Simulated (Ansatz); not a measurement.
**BaYAgTe₃: from a starting cell to a relaxed one**

The start is a relaxed BaYAgTe3 cell shaken by Gaussian noise of σ = 0.08 Å a coordinate. A full variable-cell relaxation at zero pressure is run with r2SCAN (plane waves to 500 eV, PAW, scalar-relativistic; Ansatz, an electronic-structure program). The first steps use a coarse 4×4×2 k-mesh.

Input geometry:
```yaml
crystal:
  lattice:
    - [2.26561, -7.55386, 0.00000]
    - [2.26561, 7.55386, 0.00000]
    - [0.00000, 0.00000, 11.49793]
  atoms:
    - { symbol: Ba, position: [0.80624, 0.29452, 0.25113] }
    - { symbol: Ba, position: [0.25775, 0.76727, 0.74519] }
    - { symbol: Y, position: [0.99746, 0.99331, 0.00844] }
    - { symbol: Y, position: [0.99145, 0.99686, 0.49755] }
    - { symbol: Ag, position: [0.49274, 0.54133, 0.24882] }
    - { symbol: Ag, position: [0.51551, 0.45577, 0.75075] }
    - { symbol: Te, position: [0.64009, 0.37250, 0.93996] }
    - { symbol: Te, position: [0.36016, 0.63572, 0.04740] }
    - { symbol: Te, position: [0.37416, 0.63639, 0.44096] }
    - { symbol: Te, position: [0.63989, 0.35673, 0.55283] }
    - { symbol: Te, position: [0.09004, 0.93120, 0.25389] }
    - { symbol: Te, position: [0.92000, 0.07874, 0.74947] }
```

**Question.** Which atoms feel the largest initial force, and how large is it?

**Answer.** 0.73 eV/Å, on Te7 (atoms numbered as listed).

**Question.** Is the parent structure recovered?

**Answer.** It relaxes back to the parent, Cmcm (No. 63).

**Question.** How do the shortest distances between atoms change?

**Answer.** The closest pairs of elements (up to four, under 3.6 Å), start → end: Ag–Te 2.68 → 2.79 Å; Te–Y 3.02 → 3.12 Å; Ba–Te 3.38 → 3.49 Å; Ag–Y 3.53 → 3.69 Å.

**Question.** What band gap does the relaxed structure have at this level?

**Answer.** 1.10 eV, indirect (valence top at Γ, conduction bottom at Y) (no spin-orbit coupling).

Final structure:

```cif
data_Ag4Ba4Te12Y4
_chemical_formula_sum 'Ba4 Y4 Ag4 Te12'
_space_group_name_H-M_alt 'Cmcm'
_space_group_IT_number 63
_space_group_name_Hall '-C 2c 2'
_cell_length_a 4.53144
_cell_length_b 15.10800
_cell_length_c 11.49835
_cell_angle_alpha 90.000
_cell_angle_beta 90.000
_cell_angle_gamma 90.000
loop_
_atom_site_label
_atom_site_type_symbol
_atom_site_symmetry_multiplicity
_atom_site_Wyckoff_symbol
_atom_site_fract_x
_atom_site_fract_y
_atom_site_fract_z
_atom_site_occupancy
Ba1 Ba 4 c 0.00000 0.24506 0.75000 1
Y1 Y 4 a 0.00000 0.00000 0.00000 1
Ag1 Ag 4 c 0.00000 0.46904 0.25000 1
Te1 Te 8 f 0.00000 0.36224 0.05185 1
Te2 Te 4 c 0.00000 0.07945 0.25000 1
```
(The calculation used a cell of 12 atoms; values per cell refer to that cell.)

Final values are on a 6×6×3 k-mesh of the relaxed cell. No spin polarisation in the result. Spin-orbit coupling is missing; with elements this heavy it can move band edges by tenths of an eV or more.

The cell that was disturbed is our relaxation of an entry of Materials Project.
